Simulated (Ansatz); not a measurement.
Relax this structure to zero stress and force, keeping its symmetry:

```cif
data_structure
_symmetry_space_group_name_H-M 'I4/mmm'
_symmetry_Int_Tables_number 139
_cell_length_a 3.8453
_cell_length_b 3.8453
_cell_length_c 8.6228
_cell_angle_alpha 90.000
_cell_angle_beta 90.000
_cell_angle_gamma 90.000
_cell_volume 127.50
loop_
_atom_site_label
_atom_site_type_symbol
_atom_site_symmetry_multiplicity
_atom_site_Wyckoff_symbol
_atom_site_fract_x
_atom_site_fract_y
_atom_site_fract_z
_atom_site_occupancy
Ti1 Ti 2 a 0.00000 0.00000 0.00000 1
Al1 Al 2 b 0.50000 0.50000 0.00000 1
Al2 Al 4 d 0.00000 0.50000 0.25000 1
```

Theory: Ansatz, DFT PBEsol, scalar-relativistic, plane waves, PAW.

Cutoff 420 eV; k points 16×16×16 on the computed 4-atom cell (Γ-centred); Gaussian smearing, width 0.10 eV; no spin polarisation.

**Question.** What does it relax to?

**Answer.** The volume drops by 0.37 Å³/atom to 15.57 Å³/atom, and the energy falls by 3.0 meV/atom. Final structure:
```cif
data_structure
_symmetry_space_group_name_H-M 'I4/mmm'
_symmetry_Int_Tables_number 139
_cell_length_a 3.8158
_cell_length_b 3.8158
_cell_length_c 8.5536
_cell_angle_alpha 90.000
_cell_angle_beta 90.000
_cell_angle_gamma 90.000
_cell_volume 124.54
loop_
_atom_site_label
_atom_site_type_symbol
_atom_site_symmetry_multiplicity
_atom_site_Wyckoff_symbol
_atom_site_fract_x
_atom_site_fract_y
_atom_site_fract_z
_atom_site_occupancy
Ti1 Ti 2 a 0.00000 0.00000 0.00000 1
Al1 Al 2 b 0.50000 0.50000 0.00000 1
Al2 Al 4 d 0.00000 0.50000 0.25000 1
```

Course of the relaxation (steps run on the plane waves of an earlier cell, and the basis is chosen afresh near the end, so energy and pressure can step there; trial steps that raised the energy were taken back; energies are free energies):

```tsv
step	E − E_final (meV/atom)	P (GPa)	V (Å³/atom)
1	3.0	-2.51	15.94
2	0.7	1.30	15.39
3	-0.1	-0.04	15.57
4	-0.1	0.00	15.57
5	0.0	-0.01	15.57
```

Cost: 1 run of about 2.2 core-minutes, on AMD EPYC (Zen 3) (shared hosts).